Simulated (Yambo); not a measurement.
G0W0@PBEsol for Cs$_{2}$KCoF$_{6}$ (space group Fm-3m, No. 225) in Yambo (2×2×2 mesh, 7 Ry block, plasmon pole, screening fixed), without a terminator:

```tsv
bands N in G	gap X → X (eV)	shift of the valence edge (eV)
111	4.742	-0.796
182	4.688	-0.935
277	4.681	-1.030
```

Question: Extrapolate both columns to infinite N with E(N) = E∞ + A/N, test the form, and compare with the terminator.

Answer: From two points, E∞ = (N2 E2 − N1 E1)/(N2 − N1). The two largest N give 4.67 eV for the gap and -1.21 eV for the shift; the two smallest give 4.60 eV and -1.15 eV. For the gap the slopes A are 15 and 3.7 eV: the form isn't reached, and its limit is uncertain. For the shift the slopes A are 40 and 50 eV: the form isn't reached, and its limit is uncertain. With the Bruneval-Gonze terminator and 277 bands the run gives 4.67 eV and -1.24 eV, 0.00 eV and 0.03 eV from the extrapolated values: the terminator too is an estimate of the remainder. Block, mesh and the bands in W are held fixed.

Geometry of the Materials Project entry, not relaxed at this level; primitive cell a = 6.3904 Å, b = 6.3904 Å, c = 6.3904 Å, α = 60.00°, β = 60.00°, γ = 60.00°.

The structure is a Materials Project entry; no match was found in the copy of COD used, and its stability was not checked.

The runs are not spin-polarised; magnetic order was not tried.

A shift is the quasiparticle energy of the state minus its PBEsol energy.
